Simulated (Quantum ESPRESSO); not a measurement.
## Calculated data, MgGa$_{3}$N$_{3}$O (made-up cell)

All values are calculated (Quantum ESPRESSO 7.5). Calculation on a made-up crystal cell, not a measurement: periodic Kohn-Sham density functional theory in plane waves with PseudoDojo standard norm-conserving scalar-relativistic pseudopotentials, each functional with its own files (v0.5 for PBE, v0.4.1 for LDA and PBEsol), no spin polarisation, no spin-orbit coupling, atoms not relaxed, stress positive in tension, energies less a fixed whole-eV offset for each atom's element; levels are Kohn-Sham levels at fractions of this cell's reciprocal vectors, counted from the reference band (half the neutral cell's valence electrons, rounded up) at Gamma; error bars cover cutoff and k-mesh only, not smearing or the files; added strain carries the atoms with the cell, and shear is the tensor component; each bar is the largest change over components, and at least 0.002 eV, 0.002 eV per angstrom or 0.02 GPa; energies are for the whole cell, and the offsets were chosen from early runs and are not element reference energies.

Settings shared by all entries: lattice type wurtzite; functional pbe; cutoff 1143 eV; fermi dirac smearing 0.025 eV; scf tolerance 1e-07 eV; electrons removed 0; added strain kind biaxial xx and yy; k mesh 6 x 4 x 4, shifted by half a step.

(1) MgGa$_{3}$N$_{3}$O (made-up cell)

Unstrained structure:
```
CELL_PARAMETERS angstrom
3.13980 0.00000 0.00000
0.00000 5.43830 0.00000
0.00000 0.00000 5.12730
ATOMIC_POSITIONS crystal
Mg 0.99452 0.00412 0.04154
Ga 0.51627 0.48969 0.97281
Ga 0.50541 0.18375 0.48476
Ga 0.98656 0.66523 0.47692
N 0.03437 0.98674 0.36979
N 0.49309 0.51851 0.36643
N 0.49092 0.17754 0.86034
O 0.97471 0.68115 0.87539
```

* added strain: 0.0006
* structure shown: before the added strain of 0.0006
* free energy less offsets: -0.4362 eV
* smearing term minus ts: 0 eV
* scf iterations: 12
* pressure: 22.25 GPa
* stress xx: -16.87 GPa
* stress yy: -21.09 GPa
* stress zz: -28.78 GPa
* stress yz: 0.4919 GPa
* stress xz: -2.155 GPa
* stress xy: -4 GPa
* reference band: 35
* error bar energy: 0.002 eV
* error bar stress: 0.02288 GPa
* error bar force: 0.00422 eV/Å
* error bar next band up: 0.002 eV
* error bars from: tighter rerun of a related cell

Atoms:
| atoms element | atom site | atom energy offset (eV) |
| --- | --- | --- |
| Mg | 1 | -1617 |
| Ga | 2 | -2080 |
| Ga | 3 | -2080 |
| Ga | 4 | -2080 |
| N | 5 | -283 |
| N | 6 | -283 |
| N | 7 | -283 |
| O | 8 | -452 |

Forces:
| site | x (eV/Å) | y (eV/Å) | z (eV/Å) |
| --- | --- | --- | --- |
| 1 | -0.4278 | 1.246 | -7.551 |
| 2 | -1.072 | -0.04176 | 1.186 |
| 3 | 0.5321 | -2.072 | 1.182 |
| 4 | 0.5368 | 1.458 | 1.067 |
| 5 | -0.5165 | 1.365 | 6.11 |
| 6 | -0.2024 | -1.219 | -1.037 |
| 7 | 0.116 | -0.2533 | -0.1176 |
| 8 | 1.034 | -0.4838 | -0.8383 |

Levels:
| level k point | next band up (eV) |
| --- | --- |
| Gamma | 0.8227 |
| (1/2,1/2,1/2) | 3.147 |
| (0.15,0,0) | 1.853 |
| (0,0.15,0) | 1.221 |
| (0,0,0.15) | 1.315 |

(2) MgGa$_{3}$N$_{3}$O (made-up cell)

Structure as in entry 1.

- added strain: 0.0038
- structure shown: before the added strain of 0.0038
- free energy less offsets: -0.4991 eV
- smearing term minus ts: 0 eV
- scf iterations: 12
- pressure: 20.8 GPa
- stress xx: -15.17 GPa
- stress yy: -19.1 GPa
- stress zz: -28.13 GPa
- stress yz: 0.5421 GPa
- stress xz: -2.154 GPa
- stress xy: -3.798 GPa
- reference band: 35
- error bar energy: 0.002 eV
- error bar stress: 0.02288 GPa
- error bar force: 0.00422 eV/Å
- error bar next band up: 0.002 eV
- error bars from: tighter rerun of a related cell

Atoms:
| atoms element | atom site | atom energy offset (eV) |
| --- | --- | --- |
| Mg | 1 | -1617 |
| Ga | 2 | -2080 |
| Ga | 3 | -2080 |
| Ga | 4 | -2080 |
| N | 5 | -283 |
| N | 6 | -283 |
| N | 7 | -283 |
| O | 8 | -452 |

Forces:
| site | x (eV/Å) | y (eV/Å) | z (eV/Å) |
| --- | --- | --- | --- |
| 1 | -0.4282 | 1.241 | -7.586 |
| 2 | -1.035 | -0.08248 | 1.138 |
| 3 | 0.5061 | -2.055 | 1.144 |
| 4 | 0.5352 | 1.466 | 1.008 |
| 5 | -0.4953 | 1.314 | 6.158 |
| 6 | -0.1948 | -1.194 | -0.984 |
| 7 | 0.1199 | -0.1741 | -0.06967 |
| 8 | 0.9919 | -0.5162 | -0.8089 |

Levels:
| level k point | next band up (eV) |
| --- | --- |
| Gamma | 0.7992 |
| (1/2,1/2,1/2) | 3.151 |
| (0.15,0,0) | 1.831 |
| (0,0.15,0) | 1.199 |
| (0,0,0.15) | 1.293 |

(3) MgGa$_{3}$N$_{3}$O (made-up cell)

Structure as in entry 1.

* added strain: 0.0075
* structure shown: before the added strain of 0.0075
* free energy less offsets: -0.5648 eV
* smearing term minus ts: 0 eV
* scf iterations: 13
* pressure: 19.18 GPa
* stress xx: -13.27 GPa
* stress yy: -16.87 GPa
* stress zz: -27.39 GPa
* stress yz: 0.5992 GPa
* stress xz: -2.146 GPa
* stress xy: -3.565 GPa
* reference band: 35
* error bar energy: 0.002 eV
* error bar stress: 0.02288 GPa
* error bar force: 0.00422 eV/Å
* error bar next band up: 0.002 eV
* error bars from: tighter rerun of a related cell

Atoms:
| atoms element | atom site | atom energy offset (eV) |
| --- | --- | --- |
| Mg | 1 | -1617 |
| Ga | 2 | -2080 |
| Ga | 3 | -2080 |
| Ga | 4 | -2080 |
| N | 5 | -283 |
| N | 6 | -283 |
| N | 7 | -283 |
| O | 8 | -452 |

Forces:
| site | x (eV/Å) | y (eV/Å) | z (eV/Å) |
| --- | --- | --- | --- |
| 1 | -0.43 | 1.234 | -7.624 |
| 2 | -0.9926 | -0.1322 | 1.085 |
| 3 | 0.4766 | -2.034 | 1.101 |
| 4 | 0.5281 | 1.474 | 0.9427 |
| 5 | -0.4719 | 1.255 | 6.212 |
| 6 | -0.1806 | -1.164 | -0.9244 |
| 7 | 0.1261 | -0.08238 | -0.01566 |
| 8 | 0.9443 | -0.5514 | -0.7768 |

Levels:
| level k point | next band up (eV) |
| --- | --- |
| Gamma | 0.7718 |
| (1/2,1/2,1/2) | 3.155 |
| (0.15,0,0) | 1.806 |
| (0,0.15,0) | 1.174 |
| (0,0,0.15) | 1.268 |

(4) MgGa$_{3}$N$_{3}$O (made-up cell)

Structure as in entry 1.

* added strain: 0.016
* structure shown: before the added strain of 0.016
* free energy less offsets: -0.6854 eV
* smearing term minus ts: 0 eV
* scf iterations: 13
* pressure: 15.67 GPa
* stress xx: -9.175 GPa
* stress yy: -12.07 GPa
* stress zz: -25.75 GPa
* stress yz: 0.7213 GPa
* stress xz: -2.135 GPa
* stress xy: -3.061 GPa
* reference band: 35
* error bar energy: 0.002 eV
* error bar stress: 0.02288 GPa
* error bar force: 0.00422 eV/Å
* error bar next band up: 0.002 eV
* error bars from: tighter rerun of a related cell

Atoms:
| atoms element | atom site | atom energy offset (eV) |
| --- | --- | --- |
| Mg | 1 | -1617 |
| Ga | 2 | -2080 |
| Ga | 3 | -2080 |
| Ga | 4 | -2080 |
| N | 5 | -283 |
| N | 6 | -283 |
| N | 7 | -283 |
| O | 8 | -452 |

Forces:
| site | x (eV/Å) | y (eV/Å) | z (eV/Å) |
| --- | --- | --- | --- |
| 1 | -0.4335 | 1.22 | -7.706 |
| 2 | -0.8979 | -0.2328 | 0.9739 |
| 3 | 0.4114 | -1.987 | 1.011 |
| 4 | 0.5169 | 1.488 | 0.8059 |
| 5 | -0.4187 | 1.131 | 6.325 |
| 6 | -0.1548 | -1.101 | -0.7987 |
| 7 | 0.1384 | 0.1103 | 0.09791 |
| 8 | 0.8382 | -0.6283 | -0.7095 |

Levels:
| level k point | next band up (eV) |
| --- | --- |
| Gamma | 0.7084 |
| (1/2,1/2,1/2) | 3.164 |
| (0.15,0,0) | 1.748 |
| (0,0.15,0) | 1.116 |
| (0,0,0.15) | 1.211 |

(5) MgGa$_{3}$N$_{3}$O (made-up cell)

Structure as in entry 1.

- added strain: 0.0184
- structure shown: before the added strain of 0.0184
- free energy less offsets: -0.7124 eV
- smearing term minus ts: 0 eV
- scf iterations: 13
- pressure: 14.72 GPa
- stress xx: -8.079 GPa
- stress yy: -10.79 GPa
- stress zz: -25.31 GPa
- stress yz: 0.7486 GPa
- stress xz: -2.132 GPa
- stress xy: -2.925 GPa
- reference band: 35
- error bar energy: 0.002 eV
- error bar stress: 0.02288 GPa
- error bar force: 0.00422 eV/Å
- error bar next band up: 0.002 eV
- error bars from: tighter rerun of a related cell

Atoms:
| atoms element | atom site | atom energy offset (eV) |
| --- | --- | --- |
| Mg | 1 | -1617 |
| Ga | 2 | -2080 |
| Ga | 3 | -2080 |
| Ga | 4 | -2080 |
| N | 5 | -283 |
| N | 6 | -283 |
| N | 7 | -283 |
| O | 8 | -452 |

Forces:
| site | x (eV/Å) | y (eV/Å) | z (eV/Å) |
| --- | --- | --- | --- |
| 1 | -0.435 | 1.216 | -7.728 |
| 2 | -0.8721 | -0.2593 | 0.945 |
| 3 | 0.3945 | -1.973 | 0.9876 |
| 4 | 0.5125 | 1.494 | 0.7696 |
| 5 | -0.4051 | 1.094 | 6.356 |
| 6 | -0.1461 | -1.084 | -0.7657 |
| 7 | 0.1422 | 0.1601 | 0.1278 |
| 8 | 0.8093 | -0.6482 | -0.6922 |

Levels:
| level k point | next band up (eV) |
| --- | --- |
| Gamma | 0.6901 |
| (1/2,1/2,1/2) | 3.166 |
| (0.15,0,0) | 1.732 |
| (0,0.15,0) | 1.099 |
| (0,0,0.15) | 1.195 |

(6) MgGa$_{3}$N$_{3}$O (made-up cell)

Structure as in entry 1.

- added strain: 0.0223
- structure shown: before the added strain of 0.0223
- free energy less offsets: -0.7494 eV
- smearing term minus ts: 0 eV
- scf iterations: 13
- pressure: 13.25 GPa
- stress xx: -6.378 GPa
- stress yy: -8.775 GPa
- stress zz: -24.6 GPa
- stress yz: 0.8014 GPa
- stress xz: -2.125 GPa
- stress xy: -2.709 GPa
- reference band: 35
- error bar energy: 0.002 eV
- error bar stress: 0.02288 GPa
- error bar force: 0.00422 eV/Å
- error bar next band up: 0.002 eV
- error bars from: tighter rerun of a related cell

Atoms:
| atoms element | atom site | atom energy offset (eV) |
| --- | --- | --- |
| Mg | 1 | -1617 |
| Ga | 2 | -2080 |
| Ga | 3 | -2080 |
| Ga | 4 | -2080 |
| N | 5 | -283 |
| N | 6 | -283 |
| N | 7 | -283 |
| O | 8 | -452 |

Forces:
| site | x (eV/Å) | y (eV/Å) | z (eV/Å) |
| --- | --- | --- | --- |
| 1 | -0.4365 | 1.209 | -7.761 |
| 2 | -0.8322 | -0.3048 | 0.8993 |
| 3 | 0.3663 | -1.952 | 0.9509 |
| 4 | 0.5053 | 1.5 | 0.7143 |
| 5 | -0.3817 | 1.039 | 6.402 |
| 6 | -0.1328 | -1.056 | -0.7147 |
| 7 | 0.1474 | 0.2436 | 0.1748 |
| 8 | 0.7643 | -0.6789 | -0.6657 |

Levels:
| level k point | next band up (eV) |
| --- | --- |
| Gamma | 0.6604 |
| (1/2,1/2,1/2) | 3.168 |
| (0.15,0,0) | 1.705 |
| (0,0.15,0) | 1.072 |
| (0,0,0.15) | 1.168 |
